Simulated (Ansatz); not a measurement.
A geometry of ScF3 away from equilibrium: step 2 of the relaxation of a generated cell, ScF3 built in the AFLOW prototype AB3_hR8_148_c_f (D0_5, as in BiI3). These are PBE (plane waves to 420 eV, PAW, scalar-relativistic; Ansatz, a quantum-chemistry and plane-wave program) values and carry that method's errors. Γ-centred k-mesh 5×5×5 on the run's cell (coarser than for final values), Fermi–Dirac smearing 0.05 eV. The plane waves were selected for a different cell earlier on the path.

```
CELL_PARAMETERS angstrom
      2.74253     1.58340     4.83858
     -2.74253     1.58340     4.83858
      0.00000    -3.16680     4.83858
ATOMIC_POSITIONS crystal
  Sc 0.33306 0.33306 0.33306
  Sc 0.66694 0.66694 0.66694
  F  0.07759 0.72529 0.42817
  F  0.42817 0.07759 0.72529
  F  0.72529 0.42817 0.07759
  F  0.92241 0.27471 0.57183
  F  0.57183 0.92241 0.27471
  F  0.27471 0.57183 0.92241
```

Problem. Give the Cartesian forces on all atoms (eV/Å).

Solution. 
```csv
atom,Fx,Fy,Fz
Sc1,0.00,0.00,-0.07
Sc2,0.00,0.00,0.07
F3,0.46,-0.78,-1.06
F4,0.44,0.79,-1.06
F5,-0.91,-0.01,-1.06
F6,-0.46,0.78,1.06
F7,-0.44,-0.79,1.06
F8,0.91,0.01,1.06
```

The path ends in R-3 (No. 148) (AFLOW prototype AB3_hR8_148_c_f (D0_5, as in BiI3)). No spin polarisation in the result. No dispersion correction is included, so spacings between layers, chains or molecules are soft and tend to come out too large.

The run could not lose the symmetry of its start: the end is stationary, and may be a saddle point rather than a minimum.

The end of the path is a generated cell of ScF3: the first start was made by placing the elements on the sites of a structure type, and the end was not matched to a known phase here, so it may be hypothetical.
